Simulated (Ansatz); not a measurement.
NiO (rock salt)

```xyz
2
Lattice="0.0000 2.1087 2.1087 2.1087 0.0000 2.1087 2.1087 2.1087 0.0000" Properties=species:S:1:pos:R:3 pbc="T T T"
O      0.0000     0.0000     0.0000
Ni     2.1087     2.1087     2.1087
```

E(V) scan at fixed shape, V₀ the volume above. Symmetry pins the atoms to their sites.

All values below come from PBE (plane waves to 420 eV, PAW, scalar-relativistic; Ansatz, an electronic-structure program). k mesh 19×19×19 (Γ-centred), Fermi-Dirac smearing 0.05 eV. E stands for the smeared free energy. Stress and pressure are positive under compression. NiO is run spin-polarised and with no Hubbard U; the real compound is an antiferromagnetic insulator, a state that this run doesn't describe. NiO was relaxed with its symmetry unable to fall. Relaxed NiO ends ferromagnetic. The PAW data are Ansatz's earlier set. Other magnetic orders were not checked, so this need not be the ground state. ΔE is measured from the relaxed starting cell. The last digit holds for this mesh only.

```tsv
V (Å³/atom)	ΔE (meV/atom)
8.438	58.1
8.673	withheld
8.907	13.3
9.142	3.2
9.376	0.0
9.610	2.9
9.845	11.3
10.079	24.6
10.314	42.2
```

**Question.** Fit a third-order Birch-Murnaghan form (E₀, V₀, B₀, B₀′ free) to the given rows and predict ΔE at V = 8.673.

**Answer.** Least squares on the 8 given rows: ΔE = E₀ + (9V₀B₀/16)·y²·[2 + (B₀′ − 4)y], y = (V₀/V)^(2/3) − 1, with V₀ = 9.376 Å³/atom, B₀ = 167.9 GPa (160.2 GPa = 1 eV/Å³; the term in eV is multiplied by 1000), B₀′ = 3.75, E₀ = -0.02 meV/atom; root-mean-square residual 0.04 meV/atom. At 8.673 the fit gives 31.2 meV/atom; the calculation gives 31.2 meV/atom, the same to the digits shown. For the pressure the fit gives 15.1 GPa against the computed 15.2 GPa.

(A scan under strain: stresses follow from slopes of the energy per volume, elastic moduli from its curvatures.)
